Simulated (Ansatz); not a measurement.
TiSe₂:
```
CELL_PARAMETERS angstrom
      3.48229     0.00000     0.00000
     -1.74114     3.01575     0.00000
      0.00000     0.00000     5.86341
ATOMIC_POSITIONS crystal
  Se 0.33333 0.66667 0.26483
  Se 0.66667 0.33333 0.73517
  Ti 0.00000 0.00000 0.00000
```

Relaxed with PBE+D3(BJ). Special points in fractions of this cell's reciprocal vectors: Γ (0.000, 0.000, 0.000); M (0.500, 0.000, 0.000); K (0.333, 0.333, 0.000); A (0.000, 0.000, 0.500); L (0.500, 0.000, 0.500); H (0.333, 0.333, 0.500).

### Question
List the band energies nearest the Fermi level at these points for PBE+D3(BJ) with spin–orbit coupling (plane waves, PAW; program Ansatz).

### Answer
In eV from the Fermi level; about four levels below and three above (degenerate sets whole), none deeper than 8.9 eV; points with the same levels are listed once.

```
k                    below                above
-  -----------------------  -------------------
Γ  -2.30 -2.30 -2.16 -2.16  0.17 0.17 0.53 0.53
M  -2.22 -2.22 -1.39 -1.39  0.07 0.07 1.50 1.50
K  -2.66 -2.66 -2.37 -2.37  1.26 1.26 1.74 1.74
A  -2.21 -2.21 -2.08 -2.08  0.15 0.15 0.47 0.47
L  -0.78 -0.78 -0.23 -0.23  1.50 1.50 1.89 1.89
H  -2.10 -2.10 -2.06 -2.06  1.26 1.26 1.27 1.27
```

Space group P-3m1 (CdI2 type). The cell was relaxed with PBE+D3(BJ) under the symmetry of its start; of distortions, only those at the zone centre were tested. No spin polarisation was allowed.

Potentials: the later of the program's two PAW sets.
